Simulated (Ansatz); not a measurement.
RbAs8: start and end of a relaxation

The guess for RbAs8 was made by a generator: Rb between sheets of the P type, stage 1 (P-3m1, No. 164) (host As; sites filled 1 of 4). A sheet's type names the database crystal that the layer was cut from. Its size is a rough estimate.

start.cif

```cif
data_structure
_symmetry_space_group_name_H-M 'P-3m1'
_symmetry_Int_Tables_number 164
_cell_length_a 7.6771
_cell_length_b 7.6771
_cell_length_c 5.4527
_cell_angle_alpha 90.000
_cell_angle_beta 90.000
_cell_angle_gamma 120.000
_cell_volume 278.31
loop_
_atom_site_label
_atom_site_type_symbol
_atom_site_symmetry_multiplicity
_atom_site_Wyckoff_symbol
_atom_site_fract_x
_atom_site_fract_y
_atom_site_fract_z
_atom_site_occupancy
Rb1 Rb 1 b 0.00000 0.00000 0.50000 1
As1 As 2 d 0.33333 0.66667 0.11569 1
As2 As 6 i 0.33333 0.16667 0.11569 1
```

Method: Ansatz 0.2.0, DFT PBE+D3(BJ), scalar-relativistic, plane waves, PAW. Cutoff 420 eV, Gaussian smearing, Γ-centred meshes. Cell and atoms relax first on a coarse mesh and then on a finer one. In between, the cell is made exact in the group found at 0.06 Å. In metals the finer mesh still leaves noise of several meV/atom or more. The steps can't lower the symmetry of their start. No spin polarisation.

end.cif

```cif
data_structure
_symmetry_space_group_name_H-M 'P-3m1'
_symmetry_Int_Tables_number 164
_cell_length_a 7.2222
_cell_length_b 7.2222
_cell_length_c 7.0906
_cell_angle_alpha 90.000
_cell_angle_beta 90.000
_cell_angle_gamma 120.000
_cell_volume 320.30
loop_
_atom_site_label
_atom_site_type_symbol
_atom_site_symmetry_multiplicity
_atom_site_Wyckoff_symbol
_atom_site_fract_x
_atom_site_fract_y
_atom_site_fract_z
_atom_site_occupancy
Rb1 Rb 1 b 0.00000 0.00000 0.50000 1
As1 As 2 d 0.33333 0.66667 0.10233 1
As2 As 6 i 0.33701 0.16850 0.09386 1
```

The symmetry stays P-3m1 (No. 164). The volume per atom grows by 15.1 %, from 30.9 to 35.6 Å³. The shortest distance goes from 2.55 Å (As–As) to 2.49 Å (As–As). The ratio c/a of the conventional cell changes by a factor of 1.38. The energy falls by about 0.11 eV/atom (the start's value is from the coarse mesh).

```
Volume per atom                          : 35.59 Å³
Density                                  : 3.55 g/cm³
Formation energy                         : +0.03 eV/atom
Gap on the 6×6×6 mesh of the 9-atom cell : 0 eV (a metal)
```

The zero of energy is the elements' standard structures at the same level; no fitted shifts are applied. The formation energy is too near zero to say whether this cell lies below the elements.

The last run used Gaussian smearing of 0.10 eV. The k mesh leaves some 4 meV/atom of noise in the energy of each metallic cell. An odd number of electrons in the primitive cell allows no gap without spin; a larger cell or a magnetic state could open one. The cell is a metal run without spin; a magnetic state may lie lower. A structure relaxed within its symmetry needn't be a true minimum. In all, the 3 runs took 13 min on 1 thread of Intel(R) Xeon(R) Processor @ 2.50GHz (Skylake/Cascade Lake) (shared host).
